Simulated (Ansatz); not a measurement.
Starting cell, BAs (zinc blende):

```
BAs
1.0
    0.00000     4.78259     4.78259
    2.39129     0.00000     2.39129
    2.39129     2.39129     0.00000
As B
2 2
Direct
  0.37500   0.75000   0.75000
  0.87500   0.75000   0.75000
  0.00000   0.00000   0.00000
  0.50000   0.00000   0.00000
```

The atoms are displaced by Q × the pattern below (from a DFPT mode at L = (0.5, 0.0, 0.0), largest move 1; Q in Å), at fixed cell. It is one choice among 2 degenerate patterns. (q is in reciprocal vectors of the primitive cell; the cell shown is doubled to hold the pattern.)

```tsv
atom	x	y	z
As1	0.036	-0.066	0.102
As2	-0.036	0.066	-0.102
B3	0.285	-0.520	0.805
B4	-0.285	0.520	-0.805
```

Calculation: r2SCAN (plane waves to 500 eV, PAW, scalar-relativistic; Ansatz, a first-principles code). k mesh 6×12×12 (Γ-centred), Fermi-Dirac smearing 0.05 eV. Energies are smeared free energies. BAs was relaxed with its symmetry unable to fall. The PAW data are Ansatz's earlier set. The zero of ΔE is the undisplaced structure.

```
Q (Å)    ΔE (meV/cell)
-------  -------------
-0.1000       withheld
-0.0833          137.5
-0.0667           88.0
-0.0500           49.4
-0.0333           22.0
-0.0167            5.5
0.0000             0.0
0.0167             5.5
0.0333            22.0
0.0500            49.4
0.0667            88.0
0.0833           137.5
0.1000        withheld
```

Question: Fit an even polynomial form (powers 2, 4) to the given rows and predict ΔE at Q = 0.1000.

Answer: Least squares on the 11 given rows: ΔE = (19740)·Q² + (10330)·Q⁴, in meV/cell with Q in Å; root-mean-square residual 0.05 meV/cell. At 0.1000 the fit gives 198.4 meV/cell; the calculation gives 198.2 meV/cell, so the extrapolation is off by 0.2 (+0.1 %). The quadratic term alone would give 197.4 meV/cell.

(A displaced cell: forces are minus the slopes of the energy, force constants its curvatures, and phonons follow from these.)
